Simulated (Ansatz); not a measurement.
Here is the system:

AlPt:
```
AlPt
1.0
    4.87756     0.00000     0.00000
    0.00000     4.87756     0.00000
    0.00000     0.00000     4.87756
Al Pt
4 4
Direct
  0.84412   0.84412   0.84412
  0.65588   0.15588   0.34412
  0.34412   0.65588   0.15588
  0.15588   0.34412   0.65588
  0.15493   0.15493   0.15493
  0.34507   0.84507   0.65493
  0.65493   0.34507   0.84507
  0.84507   0.65493   0.34507
```

This is the r²SCAN-relaxed structure.

Q: All from plane-wave PAW r²SCAN (Ansatz code), unless another level is named. Estimate the formation energy from the elements (no fitted shifts).

A: -1.11 eV/atom.

Q: Next, the density of states at the Fermi level?

A: 0.10 states/eV per atom (mean over ±0.08 eV).

Space group P2_13. The first step of the workflow began from a Materials Project structure, measured or hypothetical; the Crystallography Open Database copy checked does not list it. With Al and Pt taken as one species the cell has the higher symmetry Pa-3, so it may be an ordered model of a mixed-site phase. Its standing as an ambient phase is unchecked. The cell was relaxed with r²SCAN under the symmetry of its start; its stability against distortions is not shown here. No spin polarisation was allowed. The references are the lowest solids computed at this level, not always the standard phases. Spin–orbit coupling is left out wherever it is not named.

Potentials: the earlier of the program's two PAW sets.
